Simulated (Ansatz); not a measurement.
BeTe:
```
CELL_PARAMETERS angstrom
      3.96809     0.00000     0.00000
     -1.98404     3.43646     0.00000
      0.00000     0.00000     6.54627
ATOMIC_POSITIONS crystal
  Be 0.66667 0.33333 0.99947
  Be 0.33333 0.66667 0.49947
  Te 0.66667 0.33333 0.62573
  Te 0.33333 0.66667 0.12573
```

Relaxed with HSE06.

**Question.** Give the Bader charges and basin volumes of the independent atoms, the program Ansatz at the HSE06 level (PAW).

**Answer.** 

| atom | Bader charge (e) | Bader volume (Å³) |
|---|---|---|
| Be1 | +1.53 | 3.1 |
| Te3 | -1.53 | 41.5 |

Space group P6_3mc (wurtzite). The cell is a constructed one: a structure type filled with these elements; the Crystallography Open Database copy checked does not list it. COD files the formula under space group No. 216. Its standing as an ambient phase is unchecked. Symmetry was held in the HSE06 relaxation; whether a distortion lowers the energy is not shown. Scalar-relativistic: spin–orbit coupling is off unless named, which matters more the heavier the elements.

Potentials: the later of the program's two PAW sets.
